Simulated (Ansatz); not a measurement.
Input:

Ga:
```
CELL_PARAMETERS angstrom
      0.00000     2.88915     2.88915
      2.88915     0.00000     2.88915
      2.88915     2.88915     0.00000
ATOMIC_POSITIONS crystal
  Ga 0.00000 0.00000 0.00000
  Ga 0.25000 0.25000 0.25000
```

This is the r²SCAN-relaxed structure.

**Question.** All from DFT-r²SCAN in the program Ansatz with PAW potentials, unless another level is named. Estimate the density of states at the Fermi level.

**Answer.** 0.62 states/eV per atom (mean over ±0.08 eV).

**Question.** Predict the gap with spin–orbit coupling.

**Answer.** none (metallic).

Space group Fd-3m (diamond). The start of the workflow was typed in or built on a structure type; neither database checked (COD, Materials Project) lists it. It is not the phase usual at ambient conditions (space group No. 64). The r²SCAN relaxation kept the symmetry of its start. At this level the phase is mechanically unstable. The volume moved by -21 % from the start of the relaxation. Scalar-relativistic: spin–orbit coupling is off unless named, which matters more the heavier the elements.

Potentials: the earlier of the program's two PAW sets.
